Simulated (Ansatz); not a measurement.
## LaGe$_{2}$Au, a known structure type with other elements, at an estimated volume

```xyz
8
Lattice="4.1207 0.0000 0.0000 0.0000 4.1207 0.0000 0.0000 0.0000 9.6906" Properties=species:S:1:pos:R:3 pbc="T T T"
Au    3.0905    1.0302    0.0000
Au    1.0302    3.0905    0.0000
Ge    1.0302    1.0302    1.6416
Ge    3.0905    3.0905    8.0490
La    1.0302    1.0302    7.2985
La    3.0905    3.0905    2.3921
Ge    3.0905    1.0302    4.8453
Ge    1.0302    3.0905    4.8453
```

The numbers come from plane-wave PAW DFT (Ansatz): PBE, no spin polarisation, 420 eV, 8×8×4 Γ-centred k points, fermi-dirac occupations (width 0.1 eV). Nothing was relaxed.

**Question.** Is there a gap?

**Answer.** It is a metal, with about 4.8 states/eV a cell as the mean within 0.25 eV of the Fermi level, mostly Ge p (50 %) and La d (30 %).

**Question.** Is the cell too large or too small?

**Answer.** The pressure is 13.5 GPa (compression positive), so with the atoms held at these fractions the cell would first expand; the forces are large, so a full relaxation may end otherwise. The principal stresses 12.2, 14.1, 14.1 GPa differ, so its shape would change too.

**Question.** Which element gives electrons and which takes them?

**Answer.** Bader charges in e: La +1.31, Ge -0.48 to -0.16, Au -0.67. In the mean La gives up most and Au takes most.

**Question.** What do density and ELF say about some of the short contacts?

**Answer.** Au–Ge at 2.63 Å: least valence density 0.38 e/Å³ and ELF 0.37 there. Au–Au at 2.91 Å: least valence density 0.30 e/Å³ and ELF 0.21 there. Ge–Ge at 2.91 Å: least valence density 0.23 e/Å³ and ELF 0.50 there. Both are smooth PAW fields, read partly inside the augmentation spheres.

Origin: a known structure type with other elements, at an estimated volume, so it need not be a known compound. Caveats: f levels without a U or exact exchange are poorly placed.
